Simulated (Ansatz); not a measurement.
MgTl:
```
MgTl
1.0
    3.63809     0.00000     0.00000
    0.00000     3.63809     0.00000
    0.00000     0.00000     3.63809
Mg Tl
1 1
Direct
  0.00000   0.00000   0.00000
  0.50000   0.50000   0.50000
```

Relaxed with r²SCAN. Special points in fractions of this cell's reciprocal vectors: Γ (0.000, 0.000, 0.000); X (0.000, 0.500, 0.000); M (0.500, 0.500, 0.000); R (0.500, 0.500, 0.500).

Problem. List the band energies nearest the Fermi level at these points for DFT-r²SCAN with spin–orbit coupling in the program Ansatz with PAW potentials.

Solution. In eV from the Fermi level; about four levels below and three above (degenerate sets whole), none deeper than 8.9 eV; points with the same levels are listed once.

| k | below | above |
|---|---|---|
| Γ | – | 1.70 1.70 2.97 2.97 2.97 2.97 |
| X | -7.63 -7.63 -5.12 -5.12 | 4.15 4.15 5.44 5.44 |
| M | -3.08 -3.08 -2.47 -2.47 | 0.03 0.03 7.24 7.24 |
| R | -3.62 -3.62 -1.19 -1.19 | 0.13 0.13 0.13 0.13 |

Space group Pm-3m (CsCl type). The workflow started from an entry of the Crystallography Open Database (COD). Whether it is the stable phase at ambient conditions was not checked. The cell was relaxed with r²SCAN under the symmetry of its start; its stability against distortions is not shown here.

Potentials: the later of the program's two PAW sets.
